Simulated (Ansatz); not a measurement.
TaC:
```cif
data_CTa
_chemical_formula_sum 'Ta1 C1'
_space_group_name_H-M_alt 'P-6m2'
_space_group_IT_number 187
_space_group_name_Hall 'P -6 2'
_cell_length_a 3.00252
_cell_length_b 3.00252
_cell_length_c 2.84276
_cell_angle_alpha 90.000
_cell_angle_beta 90.000
_cell_angle_gamma 120.000
loop_
_atom_site_label
_atom_site_type_symbol
_atom_site_symmetry_multiplicity
_atom_site_Wyckoff_symbol
_atom_site_fract_x
_atom_site_fract_y
_atom_site_fract_z
_atom_site_occupancy
Ta1 Ta 1 e 0.66667 0.33333 0.00000 1
C1 C 1 b 0.00000 0.00000 0.50000 1
```

Relaxed with LDA.

Task: Which orbitals make up the states near the Fermi level in LDA (plane waves, PAW; program Ansatz)?

Result: Within 0.5 eV of the Fermi level: Ta 5d 71 %, C 2p 22 %. Projections are on Löwdin-orthogonalised atomic valence shells; empty p or d shells of many metals are not among them.

Task: Tabulate the density of states.

Result: States/eV per cell of 2 atoms, in 0.25 eV bins, energy from the Fermi level.

| E (eV) | total | Ta 5d | C 2p | Ta 6s |
|---|---|---|---|---|
| -7.85 | 0.00 | 0.00 | 0.00 | 0.00 |
| -7.60 | 0.00 | 0.00 | 0.00 | 0.00 |
| -7.35 | 0.01 | 0.00 | 0.00 | 0.00 |
| -7.10 | 0.03 | 0.01 | 0.01 | 0.00 |
| -6.85 | 0.04 | 0.01 | 0.02 | 0.01 |
| -6.60 | 0.06 | 0.02 | 0.03 | 0.01 |
| -6.35 | 0.08 | 0.02 | 0.04 | 0.01 |
| -6.10 | 0.10 | 0.03 | 0.05 | 0.01 |
| -5.85 | 0.61 | 0.22 | 0.29 | 0.05 |
| -5.60 | 1.14 | 0.44 | 0.54 | 0.08 |
| -5.35 | 1.89 | 0.79 | 0.88 | 0.12 |
| -5.10 | 1.49 | 0.63 | 0.69 | 0.08 |
| -4.85 | 0.88 | 0.38 | 0.40 | 0.04 |
| -4.60 | 0.67 | 0.30 | 0.31 | 0.02 |
| -4.35 | 0.69 | 0.30 | 0.33 | 0.02 |
| -4.10 | 0.60 | 0.27 | 0.29 | 0.01 |
| -3.85 | 0.66 | 0.28 | 0.32 | 0.02 |
| -3.60 | 0.81 | 0.34 | 0.41 | 0.03 |
| -3.35 | 0.87 | 0.37 | 0.44 | 0.02 |
| -3.10 | 1.03 | 0.45 | 0.51 | 0.03 |
| -2.85 | 1.69 | 0.71 | 0.85 | 0.05 |
| -2.60 | 1.24 | 0.59 | 0.57 | 0.03 |
| -2.35 | 1.41 | 0.68 | 0.64 | 0.03 |
| -2.10 | 1.89 | 0.84 | 0.94 | 0.04 |
| -1.85 | 2.17 | 0.96 | 1.10 | 0.03 |
| -1.60 | 2.29 | 0.97 | 1.22 | 0.02 |
| -1.35 | 1.16 | 0.45 | 0.65 | 0.01 |
| -1.10 | 0.40 | 0.13 | 0.24 | 0.01 |
| -0.85 | 0.33 | 0.12 | 0.19 | 0.00 |
| -0.60 | 0.78 | 0.46 | 0.28 | 0.02 |
| -0.35 | 1.38 | 0.92 | 0.36 | 0.04 |
| -0.10 | 1.83 | 1.31 | 0.38 | 0.06 |
| 0.15 | 1.37 | 0.96 | 0.30 | 0.04 |
| 0.40 | 1.27 | 0.95 | 0.21 | 0.03 |
| 0.65 | 0.62 | 0.41 | 0.15 | 0.01 |
| 0.90 | 0.38 | 0.23 | 0.11 | 0.01 |
| 1.15 | 0.21 | 0.16 | 0.04 | 0.00 |
| 1.40 | 0.16 | 0.14 | 0.01 | 0.00 |
| 1.65 | 0.16 | 0.15 | 0.01 | 0.00 |
| 1.90 | 0.18 | 0.17 | 0.00 | 0.00 |
| 2.15 | 0.21 | 0.20 | 0.00 | 0.00 |
| 2.40 | 0.24 | 0.22 | 0.01 | 0.00 |
| 2.65 | 0.32 | 0.29 | 0.01 | 0.00 |
| 2.90 | 0.53 | 0.47 | 0.04 | 0.01 |
| 3.15 | 0.68 | 0.57 | 0.07 | 0.01 |
| 3.40 | 0.71 | 0.59 | 0.08 | 0.01 |
| 3.65 | 0.75 | 0.61 | 0.09 | 0.01 |
| 3.90 | 0.81 | 0.65 | 0.11 | 0.01 |
| 4.15 | 0.91 | 0.73 | 0.13 | 0.01 |
| 4.40 | 0.88 | 0.66 | 0.16 | 0.01 |
| 4.65 | 1.05 | 0.72 | 0.23 | 0.02 |

The first step of the workflow began from a Materials Project structure, measured or hypothetical; the Crystallography Open Database copy checked does not list it. It is not the phase usual at ambient conditions (space group No. 225). The cell was relaxed with LDA under the symmetry of its start; of distortions, only those at the zone centre were tested. No spin polarisation was allowed. Scalar-relativistic: spin–orbit coupling is off unless named, which matters more the heavier the elements.

Potentials: the later of the program's two PAW sets.
